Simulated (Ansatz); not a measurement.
TiHg: computed DOS

Space group P4/mmm (No. 123). a = 3.009 Å, b = 3.009 Å, c = 4.041 Å, α = 90.00°, β = 90.00°, γ = 90.00°
```
atom  site  symmetry       x       y       z
  Ti    1d     4/mmm  0.5000  0.5000  0.5000
  Hg    1a     4/mmm  0.0000  0.0000  0.0000
```

The runs use the primitive cell with vectors (3.009, 0.000, 0.000), (0.000, 3.009, 0.000), (0.000, 0.000, 4.041) Å, to which the k mesh refers.

Symmetry: P4/mmm, No. 123, tetragonal system. Conventional cell: a = 3.009 Å, b = 3.009 Å, c = 4.041 Å, α = 90.00°, β = 90.00°, γ = 90.00°. Ti (site symmetry 4/mmm) has 8 Hg at 2.93 Å and 4 Ti at 3.01 Å as nearest neighbours. Around Hg (site symmetry 4/mmm) lie 8 Ti at 2.93 Å and 4 Hg at 3.01 Å.

The geometry is COD entry 1522697, unchecked; take it as a test cell.

Spin–orbit coupling is left out, though it moves levels of the heavy atoms by tenths of an eV or more.

Method: DFT, LDA, all-electron LAPW, scalar-relativistic in Ansatz 0.2.0.

Sampling and basis: a Γ-centred 14×14×10 k mesh, Fermi–Dirac smearing of 0.08 eV, basis error target 1 meV/atom, no spin polarisation.

(1) Which of the resolved shells contributes most within 0.3 eV of the Fermi level?

(2) Where is the centre of the filled Hg 5d states between -14 eV and the top of the filled states?

(3) Tabulate the density of states.

Answers

(1) Ti 3d, with 87 % of all states there; Hg 5d follows with 2 %.

(2) -7.31 eV from the Fermi level.

(3) States per eV and cell, averaged over 0.6 eV, from -9.4 to 1.2 eV, with energies (bin centres) from the Fermi level; empty bins are left out. The partial columns, the largest 4 alone, are projections on Löwdin-orthogonalised atomic shells (those that the program's projection atoms carry: the occupied ones and, for some elements, an empty d or f shell; other empty shells have no column), summed over atoms of an element. Weights on diffuse s and p shells depend on that basis and aren't pure angular character.
```
E (eV)  total  Hg 5d  Ti 3d  Hg 6s  Ti 4s
  -9.2   0.10   0.02   0.00   0.04   0.03
  -8.6   1.26   0.91   0.03   0.24   0.07
  -8.0   5.34   4.80   0.12   0.22   0.17
  -7.4   5.89   5.46   0.13   0.16   0.11
  -6.8   4.49   4.15   0.08   0.20   0.05
  -6.2   0.83   0.48   0.04   0.24   0.06
  -5.6   0.40   0.11   0.04   0.18   0.06
  -5.0   0.36   0.06   0.05   0.17   0.05
  -4.4   0.41   0.07   0.07   0.19   0.07
  -3.8   0.56   0.10   0.12   0.24   0.08
  -3.2   0.41   0.05   0.11   0.14   0.09
  -2.6   0.44   0.03   0.14   0.08   0.15
  -2.0   0.69   0.03   0.29   0.04   0.23
  -1.4   1.40   0.04   0.82   0.04   0.25
  -0.8   1.82   0.04   1.26   0.05   0.10
  -0.2   2.78   0.06   2.39   0.02   0.04
   0.4   1.75   0.04   1.55   0.01   0.02
   1.0   1.81   0.03   1.64   0.02   0.05
```
